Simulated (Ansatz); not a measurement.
Here is the system:

Ga$_{2}$Pt:
```cif
data_Ga8Pt4
_chemical_formula_sum 'Ga8 Pt4'
_space_group_name_H-M_alt 'Fm-3m'
_space_group_IT_number 225
_space_group_name_Hall '-F 4 2 3'
_cell_length_a 5.93327
_cell_length_b 5.93327
_cell_length_c 5.93327
_cell_angle_alpha 90.000
_cell_angle_beta 90.000
_cell_angle_gamma 90.000
loop_
_atom_site_label
_atom_site_type_symbol
_atom_site_symmetry_multiplicity
_atom_site_Wyckoff_symbol
_atom_site_fract_x
_atom_site_fract_y
_atom_site_fract_z
_atom_site_occupancy
Ga1 Ga 8 c 0.25000 0.25000 0.25000 1
Pt1 Pt 4 a 0.00000 0.00000 0.00000 1
```
(The calculation used a cell of 3 atoms; values per cell refer to that cell.)

This is the r²SCAN-relaxed structure.

Q: All from r²SCAN (plane waves, PAW; program Ansatz), unless another level is named. Estimate the density of states at the Fermi level.

A: 0.36 states/eV per atom (mean over ±0.08 eV).

Q: What about the formation energy from the elements (no fitted shifts)?

A: -0.63 eV/atom.

The first step of the workflow began from a Materials Project structure, measured or hypothetical; the Crystallography Open Database files this formula in space group No. 225, but the cells were not matched. Whether it is the stable phase at ambient conditions was not checked. The r²SCAN relaxation kept the symmetry of its start; its stability against distortions is not shown here. No spin polarisation was allowed. The references are the lowest solids computed at this level, not always the standard phases. Spin–orbit coupling is left out wherever it is not named.

Potentials: the later of the program's two PAW sets.
